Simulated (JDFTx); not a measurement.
System: ZrB2(0001) (P6/mmm bulk; lattice of mp-1472, not re-optimised at this level), 1x1 cell of 4 atoms in 3 planes (Zr outermost, slab composition Zr2B2), area 8.69 Å² a face, 3.4 Å between the outermost planes in a cell 19.6 Å high; k mesh 8×8×1, Fermi width 0.01 Ha, no spin polarisation. Whether this polymorph is the ambient one wasn't checked. Neither spin polarisation nor a larger cell was tried.

Computed with a modified build of JDFTx: PBE, GBRV ultrasoft potentials, plane waves to 20/100 Ha. Liquid on both sides: CANDLE, water, 0.5 M KF; nuclei fixed. At negative charge CANDLE's numbers also depend on the cell height, by up to tenths of a volt.

Charging data:

```
U − U_pzc (V)  σ (μC/cm²)
-------------  ----------
-0.89              -40.65
-0.49              -25.16
-0.14               -4.95
-0.11               -4.00
0.00                 0.00
```

Worked example: a check of Lippmann's equation. The grand free energy per area against the neutral slab, Δγ = [F(N) − F(N₀) − μ(N − N₀)]/2A, is taken from the total energies of the same runs.

```json
[
 {"U − U_pzc (V)": "-0.89", "Δγ (mJ/m²)": "-192.4"},
 {"U − U_pzc (V)": "-0.49", "Δγ (mJ/m²)": "-59.4"},
 {"U − U_pzc (V)": "-0.14", "Δγ (mJ/m²)": "-3.0"},
 {"U − U_pzc (V)": "-0.11", "Δγ (mJ/m²)": "-2.0"},
 {"U − U_pzc (V)": "0.00", "Δγ (mJ/m²)": "0.0"}
]
```

Δγ is largest at zero charge and falls away from it, as dγ/dU = −σ demands. At -0.89 V the computed -192.4 mJ/m² stands beside -179.9 mJ/m² from the constant-capacitance formula.
